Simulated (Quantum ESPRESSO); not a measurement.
## Kohn-Sham bands of Te₂W (P6₃/mmc, 2Hc stacking as in molybdenite)

```
CELL_PARAMETERS angstrom
      3.56155     0.00000     0.00000
     -1.78078     3.08439     0.00000
      0.00000     0.00000    14.84723
ATOMIC_POSITIONS crystal
  Te 0.33333 0.66667 0.87082
  Te 0.66667 0.33333 0.12918
  Te 0.66667 0.33333 0.37082
  Te 0.33333 0.66667 0.62918
  W  0.33333 0.66667 0.25000
  W  0.66667 0.33333 0.75000
```

Materials Project entry mp-1019322; symmetrised, unrelaxed at this level. Not found in the COD (Crystallography Open Database) copy used, which has the formula in other groups; not checked further. Level: PBEsol, no spin polarisation, no spin-orbit coupling; pw.x of Quantum ESPRESSO at 66 Ry with PseudoDojo potentials, 4×4×4 k-points, Wannier90. Density: 12×12×2 mesh, cold smearing 0.01 Ry. The cell is built of weakly bound layers, chains or molecules, whose nearest atoms lie 4.35 Å apart. Database cells relaxed without dispersion often hold them too far apart, which can enlarge gaps and weakens couplings between them; spacing and stacking were not compared with the measured crystal. Spin-orbit coupling is left out although heavy elements are present.

**Question.** List the Kohn-Sham levels between −8 and 3.9 eV relative to the valence-band maximum at the high-symmetry points, as a band run of pw.x on that density gives them (levels within 2 meV counted together).

**Answer.** 
| point | k (reciprocal lattice) | levels (eV) |
|---|---|---|
| Γ | 0.000 0.000 0.000 | -6.00, -5.27, -2.79, -1.95 (×2), -1.95 (×2), -1.02 (×2), -1.01 (×2), -0.92, -0.85, -0.08, 2.96 (×2), 3.01 (×2), 3.22 (×2), 3.33 (×2) |
| M | 0.500 0.000 0.000 | -6.06, -5.93, -4.84, -4.78, -3.88, -3.47, -2.58, -2.53, -1.85, -1.80, -1.07, -1.02, -0.71, -0.58, 1.62, 1.64, 1.87, 2.01, 2.62, 2.93, 3.07, 3.74 |
| K | 0.333 0.333 0.000 | -5.07 (×2), -4.85, -4.74, -4.21, -4.07, -3.27 (×2), -3.26 (×2), -1.86 (×2), -0.16, 0.00, 0.94 (×2), 1.69, 2.43, 2.65 (×2) |
| A | 0.000 0.000 0.500 | -5.68 (×2), -2.05 (×2), -1.95 (×4), -1.02 (×4), -0.23 (×2), 2.98 (×4), 3.28 (×4) |
| L | 0.500 0.000 0.500 | -6.00 (×2), -4.82 (×2), -3.66 (×2), -2.55 (×2), -1.84 (×2), -1.04 (×2), -0.64 (×2), 1.63 (×2), 1.96 (×2), 2.79 (×2), 3.40 (×2), 3.91 (×2) |
| H | 0.333 0.333 0.500 | -5.07 (×2), -4.80 (×2), -4.13 (×2), -3.47 (×2), -3.02 (×2), -1.92 (×2), -0.09 (×2), 0.94 (×2), 2.02 (×2), 2.74 (×2), 3.78 (×2) |
